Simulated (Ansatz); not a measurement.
GaAs:
```
CELL_PARAMETERS angstrom
      0.00000     2.83265     2.83265
      2.83265     0.00000     2.83265
      2.83265     2.83265     0.00000
ATOMIC_POSITIONS crystal
  Ga 0.00000 0.00000 0.00000
  As 0.25000 0.25000 0.25000
```

Tensor components refer to the Cartesian frame of this cell.

Q: Give the proper piezoelectric stress tensor with relaxed ions from DFT-r²SCAN in the program Ansatz with PAW potentials.

A: In C/m², rows x, y, z, Voigt columns; mesh uncertainty up to 0.01.
```
 0.00   0.00   0.00  -0.24   0.00   0.00
 0.00   0.00   0.00   0.00  -0.24   0.00
 0.00   0.00   0.00   0.00   0.00  -0.24
```

The elastic tensor of the same run (GPa):

```
 117  50.0  50.0   0.0   0.0   0.0
50.0   117  50.0   0.0   0.0   0.0
50.0  50.0   117   0.0   0.0   0.0
 0.0   0.0   0.0  60.5   0.0   0.0
 0.0   0.0   0.0   0.0  60.5   0.0
 0.0   0.0   0.0   0.0   0.0  60.5
```

Q: Convert to strain constants d = e·S.

A: In pC/N:
```
 0.0   0.0   0.0  -4.0   0.0   0.0
 0.0   0.0   0.0   0.0  -4.0   0.0
 0.0   0.0   0.0   0.0   0.0  -4.0
```

Space group F-43m (zinc blende). Symmetry was held in the r²SCAN relaxation.

Potentials: the earlier of the program's two PAW sets.
